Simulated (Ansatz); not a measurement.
Relaxed-ion elastic tensor of Re (fcc (Cu type), space group No. 225) in GPa (Voigt order), DFT-LDA in the program Ansatz with PAW potentials; density 21.50 g/cm³, 14.38 Å³ per atom.

```
614  298  298  0.0  0.0  0.0
298  614  298  0.0  0.0  0.0
298  298  614  0.0  0.0  0.0
0.0  0.0  0.0  240  0.0  0.0
0.0  0.0  0.0  0.0  240  0.0
0.0  0.0  0.0  0.0  0.0  240
```

**Question.** Is the crystal mechanically stable?

**Answer.** Yes: the smallest eigenvalue of C is 240 GPa.

**Question.** Work out the Voigt, Reuss and Hill averages.

**Answer.** K_V = 403, K_R = 403, K_H = 403; G_V = 207, G_R = 198, G_H = 203 GPa.

**Question.** Give Young's modulus, Poisson's ratio, Pugh's ratio and the universal anisotropy index.

**Answer.** E = 9KG/(3K + G) = 521 GPa; ν = 0.28; K/G = 1.99 (ductile by the Pugh limit of 1.75); A_U = 5G_V/G_R + K_V/K_R − 6 = 0.21.

**Question.** Estimate the sound speeds and the Debye temperature.

**Answer.** v_l = √((K + 4G/3)/ρ) = 5600 m/s, v_t = √(G/ρ) = 3070 m/s, mean 3420 m/s; Θ = (h/k)(3n/4πV)^(1/3) v_m = 419 K.

**Question.** Give the Zener ratio and Young's modulus along [100], [110] and [111].

**Answer.** A = 2C44/(C11 − C12) = 1.52; 1/E = S11 − 2(S11 − S12 − S44/2)Γ with Γ = 0, 1/4, 1/3 gives 419, 541, 600 GPa.

**Question.** Solve the Christoffel equation for the three sound speeds along [100], [110], [111].

**Answer.** Eigenvalues of C_ijkl n_j n_l equal ρv². In km/s, slowest first: [100] 3.34, 3.34, 5.34; [110] 2.71, 3.34, 5.69; [111] 2.93, 2.93, 5.80.

Space group Fm-3m (fcc (Cu type)). The workflow started from an entry of the Crystallography Open Database (COD), which files this formula under 2 space groups. It is not the phase usual at ambient conditions (space group No. 194). The cell was relaxed with LDA under the symmetry of its start; its stability against distortions is not shown here. No spin polarisation was allowed. As this level gives no gap, shear constants depend on the k-mesh and smearing (Fermi–Dirac, 0.1 eV here). Scalar-relativistic: spin–orbit coupling is off unless named, which matters more the heavier the elements.

Potentials: the later of the program's two PAW sets.
